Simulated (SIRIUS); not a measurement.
How a calculation on WS₂ (P6_3/mmc, 6 atoms in the cell; from Materials Project mp-224) responds to its settings

```xyz
6
Lattice="3.1842 0.0000 0.0000 -1.5921 2.7576 0.0000 0.0000 0.0000 12.9783" Properties=species:S:1:pos:R:3 pbc="T T T"
W      0.0000     1.8384     3.2446
W      1.5921     0.9192     9.7337
S      0.0000     1.8384     8.1737
S      1.5921     0.9192     4.8046
S      1.5921     0.9192     1.6846
S      0.0000     1.8384    11.2937
```

Base run A: SIRIUS 7.12.0 with LDA (PW92), PseudoDojo 0.4 standard norm-conserving LDA (tails mended) pseudopotentials, self-consistent single point.

Its settings: parameters.ngridk = 8 8 2; parameters.xc_functionals = [XC_LDA_X, XC_LDA_C_PW]; parameters.gk_cutoff = 8.367 1/bohr; parameters.pw_cutoff = 16.734 1/bohr; parameters.smearing = gaussian; parameters.smearing_width = 0.000367493 Ha; potentials = PseudoDojo 0.4 standard norm-conserving LDA (tails mended) pseudopotentials; parameters.electronic_structure_method = pseudopotential; parameters.num_bands = 31; parameters.num_mag_dims = 0; parameters.num_dft_iter = 100; parameters.energy_tol = 1e-07 Ha; parameters.density_tol = 1e-06; mixer.type = broyden2; mixer.beta = 0.5; mixer.use_hartree = false.

Spin-orbit coupling is left out, which matters for bands and gaps with elements this heavy. The structure comes from a collection of computed structures, made at another level of theory; the collection holds predicted forms beside known ones.

ΔF is the free energy per atom less that of run A. 

Run A gave: pressure (GPa) -6.02; largest force (eV/Å) 0.359.

Runs:
- B: lattice vector c scaled by 0.98
- C: lattice vector c scaled by 0.99
- D: lattice vector c scaled by 1.01
- E: lattice vector c scaled by 1.02

Q: What does run E change against A?

A: The free energy goes up by 17.3 meV/atom, the pressure goes from -6.02 to -8.82 GPa and the largest force goes from 0.359 to 0.939 eV/Å.

Q: What does run D change against A?

A: The free energy rises by 7.1 meV/atom, the pressure goes from -6.02 to -7.46 GPa and the largest force goes from 0.359 to 0.655 eV/Å.

Q: What does run B change against A?

A: The free energy drops by 4.5 meV/atom, the pressure goes from -6.02 to -2.87 GPa and the largest force goes from 0.359 to 0.270 eV/Å.

| run | ΔF (meV/atom) | pressure (GPa) | largest force (eV/Å) |
|---|---|---|---|
| A | 0.00 | -6.02 | 0.359 |
| B | -4.5 | -2.87 | 0.270 |
| C | -3.9 | -4.49 | 0.050 |
| D | 7.1 | -7.46 | 0.655 |
| E | 17.3 | -8.82 | 0.939 |

“Tails mended”: in these copies of the files the far tail of each local potential was reset to the Coulomb form.
